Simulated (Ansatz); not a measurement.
CuAu3:
```yaml
crystal:
  lattice:
    - [-1.96438, 1.96438, 3.96312]
    - [1.96438, -1.96438, 3.96312]
    - [1.96438, 1.96438, -3.96312]
  atoms:
    - { symbol: Cu, position: [0.00000, 0.00000, 0.00000] }
    - { symbol: Au, position: [0.75000, 0.25000, 0.50000] }
    - { symbol: Au, position: [0.25000, 0.75000, 0.50000] }
    - { symbol: Au, position: [0.50000, 0.50000, 0.00000] }
```

This is the LDA-relaxed structure.

### Question
All from LDA in the plane-wave PAW code Ansatz, unless another level is named. Give the formation energy from the elements (no fitted shifts).

### Answer
-1.2 kJ/mol of atoms.

### Question
And the density of states at the Fermi level?

### Answer
0.25 states/eV per atom (mean over ±0.08 eV).

Space group I4/mmm. The first step of the workflow began from a Materials Project structure, measured or hypothetical; the Crystallography Open Database copy checked does not list it. COD files the formula under space group No. 221. Its standing as an ambient phase is unchecked. The LDA relaxation kept the symmetry of its start; its stability against distortions is not shown here. The run is not spin-polarised. The references are the lowest solids computed at this level, not always the standard phases. Scalar-relativistic: spin–orbit coupling is off unless named, which matters more the heavier the elements.

Potentials: the later of the program's two PAW sets.
